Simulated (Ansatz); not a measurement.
Input:

In2Si2O7:
```cif
data_In2O7Si2
_chemical_formula_sum 'In2 Si2 O7'
_space_group_name_H-M_alt 'P 1'
_space_group_IT_number 1
_cell_length_a 5.44890
_cell_length_b 5.44890
_cell_length_c 4.71110
_cell_angle_alpha 82.217
_cell_angle_beta 97.783
_cell_angle_gamma 75.224
loop_
_space_group_symop_operation_xyz
  'x, y, z'
loop_
_atom_site_label
_atom_site_type_symbol
_atom_site_fract_x
_atom_site_fract_y
_atom_site_fract_z
_atom_site_occupancy
In1 In 0.69226 0.69226 0.00000 1
In2 In 0.30774 0.30774 0.00000 1
Si1 Si 0.22006 0.77994 0.41015 1
Si2 Si 0.77994 0.22006 0.58985 1
O1 O 0.60939 0.07905 0.78144 1
O2 O 0.39061 0.92095 0.21856 1
O3 O 0.07905 0.60939 0.21856 1
O4 O 0.92095 0.39061 0.78144 1
O5 O 0.00000 0.00000 0.50000 1
O6 O 0.61036 0.38964 0.28288 1
O7 O 0.38964 0.61036 0.71712 1
```

This is the r²SCAN-relaxed structure.

Q: All from DFT-r²SCAN in the program Ansatz with PAW potentials, unless another level is named. Give the formation energy from the elements (no fitted shifts).

A: -2.48 eV/atom.

Q: What about the band gap?

A: 3.63 eV (direct).

Q: And the valence-band maximum?

A: at Γ.

Space group C2/m. The workflow started from a Materials Project entry (that database holds measured and hypothetical structures alike); the Crystallography Open Database files this formula in space group No. 12, but the cells were not matched. Its standing as an ambient phase is unchecked. The r²SCAN relaxation kept the symmetry of its start; whether a distortion lowers the energy is not shown. The references are the lowest solids computed at this level, not always the standard phases (solids in place of the gases). Spin–orbit coupling is left out wherever it is not named.

Potentials: the later of the program's two PAW sets.
